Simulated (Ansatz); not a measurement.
**Calculated ¹¹B NMR of the central transition for BN**

Cell: an entry of the Crystallography Open Database (COD), whose atoms a relaxation with PBE at fixed cell left in place.

```
CELL_PARAMETERS angstrom
2.49824 0.00000 0.00000
-1.24912 2.16354 0.00000
0.00000 0.00000 6.63570
ATOMIC_POSITIONS crystal
B 0.33333 0.66667 0.25000
B 0.66667 0.33333 0.75000
N 0.33333 0.66667 0.75000
N 0.66667 0.33333 0.25000
```

Sites (sets of like atoms) are named by element and the number of their first atom in this list.

The numbers come from a DFT calculation in Ansatz (PBE, plane waves and PAW, scalar-relativistic, 420 eV cutoff, Γ-centred 14×14×5 k-points, Fermi–Dirac smearing 0.02 eV).

¹¹B has I = 3/2 and Q = 40.59 mb (Pyykkö 2018); at 21.1 T its Larmor frequency is ν₀ = 288.3 MHz. Only the quadrupole interaction is simulated: positions count from each site's isotropic chemical shift, and J coupling is left out, as are shift anisotropy and dipolar coupling, which fast spinning averages.

Question: Simulate the second-order pattern (fast magic-angle spinning, Gaussian broadening 0.06 kHz) of site B (3 N at 1.44 Å).

Answer: The calculation gives C_Q = 2.78 MHz and η = 0.00, so ν_Q = 1.39 MHz and the centre of gravity lies at -2.32 ppm (-0.670 kHz).

(offset (kHz), height): (-1.746, 0), (-1.705, 0), (-1.664, 3), (-1.623, 5), (-1.582, 5), (-1.541, 5), (-1.500, 5), (-1.459, 5), (-1.418, 5), (-1.377, 5), (-1.336, 5), (-1.295, 6), (-1.254, 6), (-1.213, 6), (-1.172, 6), (-1.131, 6), (-1.090, 17), (-1.049, 65), (-1.008, 74), (-0.967, 53), (-0.926, 44), (-0.885, 40), (-0.844, 37), (-0.803, 35), (-0.762, 35), (-0.721, 34), (-0.680, 34), (-0.639, 34), (-0.598, 35), (-0.557, 36), (-0.516, 37), (-0.475, 39), (-0.434, 42), (-0.393, 46), (-0.352, 54), (-0.311, 70), (-0.270, 100), (-0.229, 68), (-0.188, 9), (-0.147, 0)

An axis of threefold or higher order runs through B, so V_zz lies along it and η is zero.

At this cell the PBE pressure is 5 GPa, so with PBE the cell would grow if it were relaxed.
